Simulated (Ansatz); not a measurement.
Na: an elastic constant from a strain scan

All numbers below come from DFT PBEsol, scalar-relativistic, plane waves, PAW in Ansatz. Settings: plane waves to 420 eV, k-mesh 16×16×16 (Γ-centred), Gaussian smearing 0.15 eV. No spin polarisation. Energies are free energies at this smearing, counted from the undisturbed cell; pressure is positive in compression.

The starting cell (as given, not relaxed at this level; it stands at -0.3 GPa):

```
Na
1.0
    -2.11750    2.11750    2.11750
     2.11750   -2.11750    2.11750
     2.11750    2.11750   -2.11750
Na
1
Direct
  0.00000 0.00000 0.00000
```

The cell is strained by ε times the Voigt pattern (0, 0, 0, 0, 0, 1) (xx, yy, zz, yz, xz, xy; engineering shear) with fractional coordinates fixed. The cell holds 1 atom in V0 = 37.98 Å³. The stress column is τ = (1/V0) dE/dε, got from the stress tensor σ (compression positive) at each point as −det(1 + εP) σ : P(1 + εP)⁻¹, with P the pattern as a tensor.

| ε | ΔE (meV/atom) | τ (GPa) |
| --- | --- | --- |
| -0.0525 | 1.988 | -0.322 |
| -0.0450 | 1.458 | -0.275 |
| -0.0300 | 0.645 | -0.182 |
| -0.0150 | 0.161 | -0.091 |
| 0.0000 | 0.000 | 0.000 |
| 0.0150 | 0.161 | 0.091 |
| 0.0300 | 0.645 | 0.182 |
| 0.0450 | 1.458 | 0.275 |
| 0.0525 | 1.988 | 0.322 |
| 0.0600 | ? | ? |

**Question.** Which combination of elastic constants does this scan measure, and how large is it?

**Answer.** For small ε, τ = τ0 + Kε with K = pᵀCp, which for this pattern is C44 in the cubic axes. The parabola through τ at ε = -0.0150, 0 and 0.0150 has slope K = 6.0 GPa at zero. The energies per cell, E = NΔE, of the same two points give K = 2[E(ε₊)/ε₊ − E(ε₋)/ε₋]/[(ε₊ − ε₋)V0] = 6.0 GPa, in agreement. The start is under stress, which shifts K from the elastic constant by about the size of that stress.

**Question.** Predict the withheld row at ε = 0.0600 from the harmonic law, and compare.

**Answer.** ΔE = V0(τ0 ε + Kε²/2)/N = 2.578 meV/atom and τ = 0.36 GPa. The calculation gives 2.602 meV/atom and 0.37 GPa, a miss of 0.9 % of the harmonic energy, so the harmonic law still holds here.

In a metal these slopes depend on the k mesh and the smearing.